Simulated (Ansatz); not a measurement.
Total density of states per atom from r²SCAN (plane waves, PAW; program Ansatz), in 0.25 eV bins, energy from the Fermi level:

(E (eV), states/eV/atom): (-6.35, 0.00); (-6.10, 0.02); (-5.85, 0.06); (-5.60, 0.09); (-5.35, 0.15); (-5.10, 0.27); (-4.85, 0.33); (-4.60, 0.38); (-4.35, 0.89); (-4.10, 1.90); (-3.85, 1.73); (-3.60, 3.06); (-3.35, 2.13); (-3.10, 1.75); (-2.85, 1.76); (-2.60, 2.30); (-2.35, 1.75); (-2.10, 1.84); (-1.85, 3.07); (-1.60, 2.00); (-1.35, 1.42); (-1.10, 0.69); (-0.85, 0.58); (-0.60, 0.50); (-0.35, 0.40); (-0.10, 0.26); (0.15, 0.49); (0.40, 0.43); (0.65, 0.26); (0.90, 0.25); (1.15, 0.39); (1.40, 0.60); (1.65, 0.48); (1.90, 0.51); (2.15, 0.86); (2.40, 0.76); (2.65, 0.65); (2.90, 1.33); (3.15, 1.54); (3.40, 0.36); (3.65, 0.21); (3.90, 0.27); (4.15, 0.26); (4.40, 0.47); (4.65, 0.36)

**Question.** Which of these materials gives this?
A) Cs2PdBr6, Fm-3m (Cs on 8c, Pd on 4a, Br on 24e)
B) Sr3Al2Ge4, C2/m (Pearson symbol mS18)
C) SrPd2, cubic Laves (MgCu2 type)
D) LaGa3Pd, I-4m2 (La on 2a, Ga on 4e, Ga on 2c, Pd on 2d)

**Answer.** C, SrPd2, cubic Laves (MgCu2 type). Within 0.5 eV of the Fermi level: Pd 4d 47 %, Sr 5s 17 %, outside the projected shells 35 %. Projections are on Löwdin-orthogonalised atomic valence shells; empty p or d shells of many metals are not among them.

Space group Fd-3m (cubic Laves (MgCu2 type)). The workflow started from an entry of the Crystallography Open Database (COD). Its standing as an ambient phase is unchecked. The r²SCAN relaxation kept the symmetry of its start; its stability against distortions is not shown here. No spin polarisation was allowed. Spin–orbit coupling is left out wherever it is not named.

Potentials: the later of the program's two PAW sets.
